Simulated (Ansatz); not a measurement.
Data:

GePt:
```cif
data_Ge4Pt4
_chemical_formula_sum 'Ge4 Pt4'
_space_group_name_H-M_alt 'Pnma'
_space_group_IT_number 62
_space_group_name_Hall '-P 2ac 2n'
_cell_length_a 5.83662
_cell_length_b 3.75221
_cell_length_c 6.16408
_cell_angle_alpha 90.000
_cell_angle_beta 90.000
_cell_angle_gamma 90.000
loop_
_atom_site_label
_atom_site_type_symbol
_atom_site_symmetry_multiplicity
_atom_site_Wyckoff_symbol
_atom_site_fract_x
_atom_site_fract_y
_atom_site_fract_z
_atom_site_occupancy
Ge1 Ge 4 c 0.18648 0.25000 0.41174 1
Pt1 Pt 4 c 0.00163 0.75000 0.19247 1
```

This is the PBE-relaxed structure.

Task: All from PBE in the plane-wave PAW code Ansatz, unless another level is named. Give the electronic character.

Result: metallic (no gap).

Task: Next, the formation energy from the elements (no fitted shifts)?

Result: -0.47 eV/atom.

Task: Next, the density of states at the Fermi level?

Result: 0.26 states/eV per atom (mean over ±0.08 eV).

Symmetry was held in the PBE relaxation. No spin polarisation was allowed. The references are the lowest solids computed at this level, not always the standard phases. Scalar-relativistic: spin–orbit coupling is off unless named, which matters more the heavier the elements.

Potentials: the earlier of the program's two PAW sets.
